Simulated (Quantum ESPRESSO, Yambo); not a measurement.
TlBr (CsCl type, space group Pm-3m, No. 221): static response along x against the Γ-centred k mesh (Yambo on norm-conserving LDA (Quantum ESPRESSO, 62 Ry, no spin-orbit coupling) bands; 44 bands, 4 Ry block). The smallest direct LDA gap is 1.71 eV.

```tsv
k mesh	ε(0), independent particles	ε(0), RPA with local fields
4×4×4	8.27	7.10
6×6×6	7.18	6.07
8×8×8	7.02	5.91
10×10×10	[?]	[?]
```

### Question
What does the densest mesh give?

### Answer

- 10×10×10, ε(0), independent particles: 6.99
- 10×10×10, ε(0), RPA with local fields: 5.88

The last step changes the RPA value by 0.5 %. Electronic response only; costs are rough.

Geometry of the Materials Project entry, not relaxed at this level; primitive cell a = b = c = 4.000 Å, α = β = γ = 90.00°.
